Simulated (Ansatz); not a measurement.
Sb: input, output and frames of a trajectory

The calculation used DFT PBEsol, scalar-relativistic, plane waves, PAW in Ansatz 0.2.0. Cutoff 420 eV, shifted (0.5, 0.5, 0.5 steps) 2×2×2 k-points, Fermi–Dirac smearing of 0.069 eV. The mesh is coarse. No spin polarisation.

16 atoms, starting at 1.02 times the perfect crystal's volume (space group Pm-3m, the cell as given, not relaxed at this level); Nosé–Hoover thermostat at 800 K, fixed cell; 35 steps of 6 fs. The run is short and not equilibrated. The time step is on the long side.

Self-consistency was reached.

Command:
```bash
ansatz run input.yaml --threads 4 --pin off --max-ram 5120MiB --backend cpu --events-out ev --progress --plain --runs-dir out
```

Input:
```yaml
crystal:
  lattice:
    - [-6.3618555244, 6.3618555244, 0.0]
    - [-6.3618555244, 0.0, 6.3618555244]
    - [0.0, 6.3618555244, 6.3618555244]
  atoms:
    - { symbol: Sb, position: [0.75, 0.75, 0.25] }
    - { symbol: Sb, position: [0.75, 0.75, 0.75] }
    - { symbol: Sb, position: [0.5, 0.5, 0.0] }
    - { symbol: Sb, position: [0.25, 0.75, 0.25] }
    - { symbol: Sb, position: [0.75, 0.25, 0.25] }
    - { symbol: Sb, position: [0.5, 0.5, 0.5] }
    - { symbol: Sb, position: [0.25, 0.75, 0.75] }
    - { symbol: Sb, position: [0.75, 0.25, 0.75] }
    - { symbol: Sb, position: [0.0, 0.5, 0.0] }
    - { symbol: Sb, position: [0.5, 0.0, 0.0] }
    - { symbol: Sb, position: [0.25, 0.25, 0.25] }
    - { symbol: Sb, position: [0.0, 0.5, 0.5] }
    - { symbol: Sb, position: [0.5, 0.0, 0.5] }
    - { symbol: Sb, position: [0.25, 0.25, 0.75] }
    - { symbol: Sb, position: [0.0, 0.0, 0.0] }
    - { symbol: Sb, position: [0.0, 0.0, 0.5] }
basis:
  ecutwfc: 420
kpoints:
  mp_grid: { grid: [2, 2, 2], shift: [0.5, 0.5, 0.5] }
hamiltonian:
  xc: pbesol
scf:
  occupations: { method: fermi_dirac, width: 0.0689 }
  lower_state_search: "off"
  convergence: { dr2_threshold: 1.0e-07 }
output:
  forces: true
  stress: true
md:
  timestep: 6.0
  n_steps: 35
  ensemble: nvt_nose_hoover
  temperature: 800.0
  initial_velocities: maxwell_boltzmann
  seed: 62668
```

Output (its end):
```
...
SCF converged after 7 iterations
Free energy (F): -102527.396528 eV
Harris-Foulkes:  -102527.396528 eV  (|F-HF|=1.05e-8)
Internal energy: -102527.325826 eV  (E = F + TS)
E sigma→0 (E₀):  -102527.361177 eV
Entropy (-TS):   -0.070703 eV (-4.419 meV/atom)
Fermi energy:    8.824981 eV
--- Per-component energies (eV) ---
  E_band       = -2937.866290
  E_kinetic    = 3309.162408
  E_local      = -26712.789300  (includes V_loc(G=0)·N_el)
  E_nonlocal   = 5821.376894
  E_hartree    = 12039.713606
  E_xc         = -2194.965375
  E_vxc        = -1539.262303  (∫ρ·V_xc dr)
  E_paw        = -71989.112768  (= ΣΔE_a)
  E_vpaw       = -7895.780915  (= ΣTr[D̂ρ^β])
  E_aug_tail   = -0.000029  (compensation charges beyond the density's cutoff)
  E_ewald      = -22806.020975
  E_core_change = 5.309712  (= ΣΔE_core)
  E_smearing   = -0.070703  (= −TS)
  E_closure    = -0.000000  (closes the sum)
  Σ components = -102527.396528   (vs F -102527.396528, Δ=0.00e0)
--- Forces (eV/Å), atoms counted from 1 ---
  atom   1  Sb     0.14831054     0.87738000     0.41764158
  atom   2  Sb    -1.04341865    -0.13995318    -0.10796850
  atom   3  Sb     0.22774791    -0.63242908     0.05583654
  atom   4  Sb    -0.30790778     0.40379326     0.02605695
  atom   5  Sb    -0.98305502     0.01524546    -0.34480031
  atom   6  Sb    -0.99087424     0.34646923     0.31218264
  atom   7  Sb     0.58592155     0.30901719    -0.78167250
  atom   8  Sb    -0.36808450     0.47323714    -0.20523013
  atom   9  Sb    -0.22417129    -0.56841837    -0.58672363
  atom  10  Sb     0.66822813    -0.80125860     0.04899096
  atom  11  Sb    -0.80530114    -0.19605463    -0.12652643
  atom  12  Sb     0.60251198    -0.30846473     0.26385039
  atom  13  Sb     1.39788925     0.00916306    -0.24018123
  atom  14  Sb     1.06381750     0.59276528     0.27240377
  atom  15  Sb    -0.18943002     0.19828250     0.69404233
  atom  16  Sb     0.21781643    -0.57877871     0.30209664
  max |Σ_I F_I| component: 4.20e-6 eV/Å
--- Stress (GPa, compression-positive) ---
       -1.051283      -0.712392      -0.428024
       -0.712392      -0.600752       0.546928
       -0.428024       0.546928      -2.644664
  P = ⅓ Tr σ = -1.4322 GPa (-14.322 kbar)
--- MD trajectory: 35 steps, t = 0.0 → 210.0 fs ---
  final state: T = 1023.6 K   F+E_penalty+E_count = -102527.39652815 eV   E_kin = 1.984575 eV
  conserved energy: peak-to-peak 4.165e-3 eV (2.603e-4 eV/atom) over 210.0 fs
```

Frames along the run (Å, eV/Å; dE is the potential energy from the first frame):

```xyz
16
Lattice="-6.362 6.362 0.000 -6.362 0.000 6.362 0.000 6.362 6.362" Properties=species:S:1:pos:R:3:forces:R:3 pbc="T T T" time_fs=0.00 dE_eV=0.0000 T_K=800
Sb   -9.543    6.362    6.362    0.000    0.000    0.000
Sb   -9.543    9.543    9.543    0.000    0.000    0.000
Sb   -6.362    3.181    3.181    0.000    0.000    0.000
Sb   -6.362    3.181    6.362    0.000    0.000    0.000
Sb   -6.362    6.362    3.181    0.000    0.000    0.000
Sb   -6.362    6.362    6.362    0.000    0.000    0.000
Sb   -6.362    6.362    9.543    0.000    0.000    0.000
Sb   -6.362    9.543    6.362    0.000    0.000    0.000
Sb   -3.181    0.000    3.181    0.000    0.000    0.000
Sb   -3.181    3.181    0.000    0.000    0.000    0.000
Sb   -3.181    3.181    3.181    0.000    0.000    0.000
Sb   -3.181    3.181    6.362    0.000    0.000    0.000
Sb   -3.181    6.362    3.181    0.000    0.000    0.000
Sb   -3.181    6.362    6.362    0.000    0.000    0.000
Sb    0.000    0.000    0.000    0.000    0.000    0.000
Sb    0.000    3.181    3.181    0.000    0.000    0.000
16
Lattice="-6.362 6.362 0.000 -6.362 0.000 6.362 0.000 6.362 6.362" Properties=species:S:1:pos:R:3:forces:R:3 pbc="T T T" time_fs=18.00 dE_eV=0.0222 T_K=789
Sb   -9.465    6.346    6.336   -0.047   -0.012   -0.090
Sb   -9.518    9.548    9.505    0.061    0.062   -0.097
Sb   -6.300    3.220    3.179   -0.121   -0.062    0.243
Sb   -6.383    3.130    6.344    0.075   -0.004   -0.263
Sb   -6.434    6.380    3.135    0.284   -0.077   -0.201
Sb   -6.400    6.337    6.437   -0.147    0.075    0.130
Sb   -6.333    6.356    9.501   -0.128    0.037   -0.165
Sb   -6.387    9.491    6.303    0.108    0.005   -0.067
Sb   -3.209    0.002    3.135   -0.003    0.099    0.429
Sb   -3.175    3.167    0.014   -0.050    0.071    0.252
Sb   -3.158    3.249    3.190    0.016   -0.096   -0.291
Sb   -3.171    3.155    6.402   -0.069    0.006    0.094
Sb   -3.192    6.423    3.207   -0.062   -0.164    0.074
Sb   -3.145    6.359    6.397    0.029   -0.021   -0.381
Sb   -0.114   -0.005    0.061    0.148    0.014    0.180
Sb    0.042    3.184    3.197   -0.096    0.069    0.154
16
Lattice="-6.362 6.362 0.000 -6.362 0.000 6.362 0.000 6.362 6.362" Properties=species:S:1:pos:R:3:forces:R:3 pbc="T T T" time_fs=30.00 dE_eV=0.0529 T_K=773
Sb   -9.414    6.336    6.317   -0.086   -0.035   -0.156
Sb   -9.501    9.553    9.479    0.090    0.101   -0.163
Sb   -6.261    3.245    3.182   -0.187   -0.084    0.414
Sb   -6.397    3.096    6.329    0.127    0.000   -0.435
Sb   -6.479    6.391    3.101    0.442   -0.127   -0.264
Sb   -6.426    6.322    6.489   -0.158    0.116    0.130
Sb   -6.315    6.352    9.472   -0.203    0.047   -0.199
Sb   -6.402    9.456    6.262    0.180   -0.015   -0.101
Sb   -3.228    0.005    3.110    0.000    0.161    0.710
Sb   -3.173    3.159    0.026   -0.080    0.132    0.431
Sb   -3.142    3.292    3.192    0.022   -0.165   -0.496
Sb   -3.166    3.138    6.430   -0.120    0.033    0.154
Sb   -3.201    6.462    3.225   -0.114   -0.267    0.140
Sb   -3.120    6.357    6.416   -0.070   -0.047   -0.630
Sb   -0.188   -0.008    0.104    0.301    0.029    0.222
Sb    0.069    3.186    3.210   -0.144    0.122    0.243
16
Lattice="-6.362 6.362 0.000 -6.362 0.000 6.362 0.000 6.362 6.362" Properties=species:S:1:pos:R:3:forces:R:3 pbc="T T T" time_fs=48.00 dE_eV=0.1397 T_K=730
Sb   -9.339    6.319    6.286   -0.324   -0.093   -0.208
Sb   -9.473    9.561    9.436    0.134    0.126   -0.166
Sb   -6.206    3.282    3.194   -0.292   -0.087    0.587
Sb   -6.414    3.045    6.297    0.211    0.017   -0.589
Sb   -6.536    6.404    3.046    0.629   -0.194   -0.056
Sb   -6.470    6.301    6.568    0.060    0.152   -0.190
Sb   -6.293    6.347    9.423   -0.312    0.037    0.051
Sb   -6.421    9.403    6.200    0.289   -0.057   -0.037
Sb   -3.256    0.012    3.087    0.018    0.263    1.018
Sb   -3.170    3.150    0.054   -0.131    0.252    0.634
Sb   -3.118    3.354    3.183    0.043   -0.295   -0.736
Sb   -3.160    3.114    6.475   -0.210    0.115    0.149
Sb   -3.216    6.515    3.256   -0.197   -0.371    0.208
Sb   -3.086    6.353    6.430   -0.518   -0.116   -0.890
Sb   -0.291   -0.013    0.172    0.810    0.043   -0.035
Sb    0.107    3.193    3.234   -0.209    0.210    0.262
16
Lattice="-6.362 6.362 0.000 -6.362 0.000 6.362 0.000 6.362 6.362" Properties=species:S:1:pos:R:3:forces:R:3 pbc="T T T" time_fs=66.00 dE_eV=0.3475 T_K=629
Sb   -9.273    6.300    6.250   -0.822   -0.154   -0.229
Sb   -9.442    9.573    9.389    0.194    0.114    0.052
Sb   -6.158    3.316    3.221   -0.422   -0.102    0.570
Sb   -6.425    2.995    6.250    0.296    0.076   -0.533
Sb   -6.577    6.413    2.990    0.753   -0.211    0.579
Sb   -6.511    6.285    6.643    0.527    0.127   -0.867
Sb   -6.279    6.344    9.377   -0.398    0.038    0.694
Sb   -6.433    9.349    6.136    0.379   -0.056    0.230
Sb   -3.284    0.026    3.091    0.094    0.357    1.108
Sb   -3.171    3.147    0.099   -0.194    0.364    0.655
Sb   -3.092    3.409    3.157    0.095   -0.425   -0.789
Sb   -3.160    3.092    6.523   -0.307    0.202   -0.079
Sb   -3.236    6.558    3.291   -0.235   -0.401    0.212
Sb   -3.066    6.346    6.422   -1.199   -0.198   -0.975
Sb   -0.374   -0.016    0.239    1.526    0.009   -0.696
Sb    0.139    3.205    3.265   -0.288    0.259    0.068
16
Lattice="-6.362 6.362 0.000 -6.362 0.000 6.362 0.000 6.362 6.362" Properties=species:S:1:pos:R:3:forces:R:3 pbc="T T T" time_fs=78.00 dE_eV=0.5124 T_K=554
Sb   -9.240    6.285    6.222   -1.177   -0.187   -0.244
Sb   -9.418    9.583    9.358    0.232    0.093    0.316
Sb   -6.132    3.337    3.248   -0.508   -0.126    0.446
Sb   -6.429    2.962    6.210    0.343    0.138   -0.373
Sb   -6.594    6.416    2.960    0.797   -0.184    1.105
Sb   -6.532    6.275    6.681    0.841    0.085   -1.342
Sb   -6.275    6.342    9.354   -0.424    0.052    1.180
Sb   -6.436    9.312    6.097    0.411   -0.020    0.492
Sb   -3.302    0.041    3.109    0.179    0.405    1.050
Sb   -3.174    3.150    0.138   -0.237    0.409    0.528
Sb   -3.074    3.440    3.127    0.140   -0.500   -0.683
Sb   -3.165    3.081    6.555   -0.364    0.248   -0.352
Sb   -3.253    6.582    3.319   -0.229   -0.380    0.185
Sb   -3.068    6.338    6.402   -1.469   -0.255   -0.932
Sb   -0.409   -0.018    0.275    1.798   -0.041   -1.224
Sb    0.156    3.217    3.287   -0.332    0.262   -0.153
16
Lattice="-6.362 6.362 0.000 -6.362 0.000 6.362 0.000 6.362 6.362" Properties=species:S:1:pos:R:3:forces:R:3 pbc="T T T" time_fs=96.00 dE_eV=0.5749 T_K=545
Sb   -9.215    6.258    6.175   -1.471   -0.212   -0.202
Sb   -9.377    9.600    9.318    0.267    0.046    0.774
Sb   -6.103    3.367    3.297   -0.599   -0.151    0.080
Sb   -6.427    2.915    6.143    0.373    0.232    0.053
Sb   -6.602    6.416    2.939    0.792   -0.118    1.573
Sb   -6.545    6.262    6.710    1.083    0.027   -1.676
Sb   -6.278    6.340    9.347   -0.427    0.060    1.543
Sb   -6.431    9.256    6.048    0.397    0.084    0.912
Sb   -3.324    0.072    3.159    0.315    0.443    0.818
Sb   -3.184    3.164    0.207   -0.293    0.390    0.056
Sb   -3.043    3.475    3.069    0.202   -0.574   -0.243
Sb   -3.179    3.068    6.595   -0.420    0.294   -0.826
Sb   -3.284    6.609    3.363   -0.191   -0.296    0.069
Sb   -3.102    6.321    6.353   -1.229   -0.336   -0.682
Sb   -0.423   -0.022    0.302    1.563   -0.132   -1.723
Sb    0.176    3.241    3.317   -0.361    0.244   -0.527
16
Lattice="-6.362 6.362 0.000 -6.362 0.000 6.362 0.000 6.362 6.362" Properties=species:S:1:pos:R:3:forces:R:3 pbc="T T T" time_fs=114.00 dE_eV=0.3530 T_K=704
Sb   -9.228    6.225    6.121   -1.320   -0.177    0.048
Sb   -9.328    9.618    9.297    0.245   -0.008    1.033
Sb   -6.090    3.394    3.349   -0.617   -0.114   -0.489
Sb   -6.416    2.873    6.076    0.335    0.278    0.681
Sb   -6.591    6.414    2.957    0.727   -0.070    1.230
Sb   -6.532    6.250    6.697    0.925    0.001   -1.310
Sb   -6.292    6.340    9.378   -0.379    0.016    1.165
Sb   -6.415    9.200    6.021    0.324    0.241    1.170
Sb   -3.339    0.115    3.231    0.367    0.420    0.400
Sb   -3.202    3.188    0.280   -0.340    0.238   -0.793
Sb   -3.006    3.497    3.004    0.251   -0.568    0.583
Sb   -3.204    3.063    6.614   -0.405    0.314   -1.106
Sb   -3.320    6.630    3.411   -0.147   -0.180   -0.214
Sb   -3.169    6.294    6.285   -0.496   -0.398   -0.190
Sb   -0.398   -0.030    0.287    0.878   -0.203   -1.447
Sb    0.186    3.272    3.333   -0.345    0.212   -0.759
16
Lattice="-6.362 6.362 0.000 -6.362 0.000 6.362 0.000 6.362 6.362" Properties=species:S:1:pos:R:3:forces:R:3 pbc="T T T" time_fs=132.00 dE_eV=0.1740 T_K=873
Sb   -9.274    6.186    6.067   -0.848   -0.073    0.607
Sb   -9.270    9.637    9.302    0.114   -0.058    0.869
Sb   -6.091    3.419    3.391   -0.553   -0.015   -1.101
Sb   -6.395    2.836    6.024    0.240    0.245    1.329
Sb   -6.559    6.409    3.007    0.659   -0.063    0.408
Sb   -6.493    6.237    6.650    0.449    0.002   -0.566
Sb   -6.317    6.340    9.440   -0.193   -0.073    0.394
Sb   -6.391    9.148    6.024    0.228    0.446    1.068
Sb   -3.345    0.171    3.317    0.255    0.327   -0.295
Sb   -3.229    3.219    0.335   -0.397   -0.020   -1.744
Sb   -2.960    3.506    2.951    0.286   -0.471    1.529
Sb   -3.242    3.066    6.606   -0.289    0.311   -0.953
Sb   -3.362    6.646    3.455   -0.104   -0.063   -0.733
Sb   -3.252    6.256    6.209    0.183   -0.433    0.505
Sb   -0.349   -0.043    0.233    0.273   -0.216   -0.653
Sb    0.189    3.309    3.331   -0.303    0.154   -0.666
16
Lattice="-6.362 6.362 0.000 -6.362 0.000 6.362 0.000 6.362 6.362" Properties=species:S:1:pos:R:3:forces:R:3 pbc="T T T" time_fs=144.00 dE_eV=0.1842 T_K=932
Sb   -9.320    6.157    6.037   -0.492    0.004    1.119
Sb   -9.228    9.650    9.318   -0.045   -0.085    0.586
Sb   -6.100    3.436    3.405   -0.470    0.042   -1.342
Sb   -6.377    2.814    6.006    0.162    0.208    1.579
Sb   -6.528    6.405    3.049    0.598   -0.082   -0.069
Sb   -6.459    6.229    6.608    0.067    0.011   -0.111
Sb   -6.337    6.339    9.491    0.008   -0.131   -0.063
Sb   -6.370    9.118    6.041    0.160    0.589    0.817
Sb   -3.346    0.215    3.373    0.104    0.265   -0.902
Sb   -3.254    3.240    0.349   -0.414   -0.193   -2.049
Sb   -2.925    3.504    2.935    0.265   -0.406    1.842
Sb   -3.272    3.072    6.587   -0.159    0.296   -0.661
Sb   -3.393    6.657    3.476   -0.054    0.015   -1.143
Sb   -3.308    6.223    6.163    0.507   -0.445    0.993
Sb   -0.310   -0.055    0.186    0.016   -0.182   -0.153
Sb    0.186    3.337    3.320   -0.253    0.095   -0.442
16
Lattice="-6.362 6.362 0.000 -6.362 0.000 6.362 0.000 6.362 6.362" Properties=species:S:1:pos:R:3:forces:R:3 pbc="T T T" time_fs=162.00 dE_eV=0.2448 T_K=998
Sb   -9.402    6.113    6.016   -0.088    0.105    1.749
Sb   -9.164    9.667    9.355   -0.297   -0.113    0.149
Sb   -6.125    3.464    3.397   -0.342    0.025   -1.222
Sb   -6.345    2.784    6.012    0.055    0.202    1.452
Sb   -6.466    6.396    3.113    0.410   -0.138   -0.456
Sb   -6.406    6.215    6.541   -0.456    0.060    0.319
Sb   -6.368    6.334    9.568    0.325   -0.182   -0.489
Sb   -6.335    9.084    6.085    0.065    0.727    0.363
Sb   -3.345    0.290    3.439   -0.118    0.216   -1.683
Sb   -3.302    3.270    0.328   -0.319   -0.391   -1.650
Sb   -2.864    3.493    2.949    0.099   -0.375    1.467
Sb   -3.322    3.089    6.543    0.057    0.255   -0.192
Sb   -3.441    6.674    3.482    0.109    0.111   -1.504
Sb   -3.384    6.163    6.113    0.840   -0.426    1.429
Sb   -0.248   -0.078    0.108   -0.169   -0.072    0.313
Sb    0.175    3.384    3.294   -0.171   -0.004   -0.045
16
Lattice="-6.362 6.362 0.000 -6.362 0.000 6.362 0.000 6.362 6.362" Properties=species:S:1:pos:R:3:forces:R:3 pbc="T T T" time_fs=180.00 dE_eV=0.2235 T_K=1096
Sb   -9.490    6.070    6.039    0.083    0.322    1.630
Sb   -9.105    9.682    9.399   -0.486   -0.135   -0.088
Sb   -6.159    3.493    3.359   -0.235   -0.146   -0.681
Sb   -6.311    2.758    6.055   -0.047    0.276    0.876
Sb   -6.391    6.384    3.168    0.027   -0.181   -0.527
Sb   -6.362    6.203    6.478   -0.848    0.166    0.439
Sb   -6.392    6.325    9.636    0.559   -0.136   -0.652
Sb   -6.296    9.068    6.141   -0.022    0.720    0.019
Sb   -3.346    0.374    3.466   -0.233    0.084   -1.687
Sb   -3.361    3.290    0.263   -0.064   -0.571   -0.802
Sb   -2.797    3.472    3.002   -0.174   -0.371    0.657
Sb   -3.374    3.113    6.492    0.240    0.183    0.101
Sb   -3.490    6.695    3.450    0.456    0.129   -1.220
Sb   -3.442    6.088    6.097    1.063   -0.270    1.201
Sb   -0.188   -0.104    0.035   -0.202    0.065    0.499
Sb    0.160    3.432    3.265   -0.118   -0.133    0.234
16
Lattice="-6.362 6.362 0.000 -6.362 0.000 6.362 0.000 6.362 6.362" Properties=species:S:1:pos:R:3:forces:R:3 pbc="T T T" time_fs=192.00 dE_eV=0.2542 T_K=1126
Sb   -9.550    6.044    6.079    0.116    0.576    1.153
Sb   -9.071    9.691    9.427   -0.665   -0.138   -0.124
Sb   -6.187    3.511    3.321   -0.098   -0.337   -0.309
Sb   -6.288    2.744    6.098   -0.134    0.344    0.459
Sb   -6.338    6.373    3.198   -0.361   -0.141   -0.482
Sb   -6.343    6.196    6.441   -1.003    0.244    0.415
Sb   -6.400    6.317    9.673    0.623   -0.003   -0.703
Sb   -6.270    9.067    6.180   -0.113    0.652   -0.119
Sb   -3.351    0.433    3.461   -0.250   -0.134   -1.268
Sb   -3.402    3.297    0.205    0.183   -0.711   -0.354
Sb   -2.753    3.452    3.049   -0.410   -0.333    0.242
Sb   -3.406    3.132    6.457    0.371    0.064    0.187
Sb   -3.517    6.711    3.411    0.821    0.090   -0.788
Sb   -3.467    6.032    6.103    1.141   -0.018    0.799
Sb   -0.150   -0.121   -0.009   -0.194    0.127    0.574
Sb    0.148    3.464    3.248   -0.028   -0.283    0.316
16
Lattice="-6.362 6.362 0.000 -6.362 0.000 6.362 0.000 6.362 6.362" Properties=species:S:1:pos:R:3:forces:R:3 pbc="T T T" time_fs=210.00 dE_eV=0.5347 T_K=1024
Sb   -9.638    6.018    6.162    0.148    0.877    0.418
Sb   -9.033    9.702    9.469   -1.043   -0.140   -0.108
Sb   -6.230    3.531    3.258    0.228   -0.632    0.056
Sb   -6.255    2.730    6.174   -0.308    0.404    0.026
Sb   -6.266    6.353    3.235   -0.983    0.015   -0.345
Sb   -6.336    6.192    6.392   -0.991    0.346    0.312
Sb   -6.400    6.305    9.715    0.586    0.309   -0.782
Sb   -6.232    9.079    6.237   -0.368    0.473   -0.205
Sb   -3.363    0.519    3.426   -0.224   -0.568   -0.587
Sb   -3.460    3.290    0.110    0.668   -0.801    0.049
Sb   -2.696    3.415    3.125   -0.805   -0.196   -0.127
Sb   -3.447    3.162    6.409    0.603   -0.308    0.264
Sb   -3.539    6.737    3.334    1.398    0.009   -0.240
Sb   -3.480    5.948    6.129    1.064    0.593    0.272
Sb   -0.095   -0.145   -0.063   -0.189    0.198    0.694
Sb    0.130    3.505    3.229    0.218   -0.579    0.302
```